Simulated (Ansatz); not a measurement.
Ge as a strained film

Level of theory: DFT r2SCAN, scalar-relativistic, plane waves, PAW (Ansatz 0.2.0). (500 eV cutoff, 12×12×6 k-mesh, Gaussian smearing of 0.01 eV, no spin polarisation)

The relaxed crystal:

```xyz
4
Lattice="3.9956 0.0000 0.0000 -1.9978 3.4603 0.0000 0.0000 0.0000 6.6027" Properties=species:S:1:pos:R:3 pbc="T T T"
Ge    1.9978    1.1534    0.4158
Ge    0.0000    2.3069    3.7172
Ge    1.9978    1.1534    2.8855
Ge    0.0000    2.3069    6.1869
```

The a-b plane is strained alike in both directions, as on a substrate, while c and the atoms relax within the symmetry that the strain leaves. Stress is positive in compression; energies are free energies at the smearing used, per atom.

```csv
strain (%),c (Å),σ in plane (GPa),ΔE (meV/atom)
-4.5,6.6876,10.20,60.11
-3.0,6.6555,6.39,25.77
-1.5,6.6274,2.99,6.20
+0.0,6.6027,-0.01,0.00
+1.5,6.5787,-2.55,5.66
+3.0,6.5582,-4.77,21.68
+4.5,6.5412,-6.60,46.81
```

**Question.** Get the biaxial modulus twice, from the stresses and from the energies of the innermost pair.

**Answer.** From stress: M = −Δσ/Δε = (2.99 − (-2.55)) / 0.030 = 185 GPa. Two in-plane directions each store σε/2, so the energy density is Mε²: M = (mean ΔE)/(V ε²) = 5.93 meV / (22.823 Å³ × 0.015²) × 0.16022 GPa Å³/meV = 185 GPa. The two agree.

**Question.** How well does Mε², with M from the stresses, predict the outermost points?

**Answer.** 53.3 meV predicted against 60.1 computed at -4.5 %; 53.3 meV predicted against 46.8 computed at +4.5 %. Compression costs more than stretching, the usual sign of bonds that stiffen as they shorten.

**Question.** How does c respond, and up to what thickness can a film with 1 % or 2 % misfit stay coherent on a thick substrate?

**Answer.** c answers with ε_c = −0.25 ε. In an isotropic solid that ratio is 2ν/(1 − ν), so ν = r/(2 + r) = 0.11. A film of thickness h stores Mε²h per area, 18.5 mJ/m² per nm at 1 %. The Matthews–Blakeslee balance for pure edge misfit dislocations, h = b/(8πf(1 + ν)) × (ln(h/b) + 1), with b taken as the in-plane vector a = 4.00 Å, solved by iteration, gives 5.1 nm at f = 1 % and 1.8 nm at 2 %. This is an isotropic estimate in which the moduli cancel; the real Burgers vector, glide system, anisotropy and slow kinetics can shift it by a factor of a few, mostly upward.

This form isn't the element's structure at ambient conditions.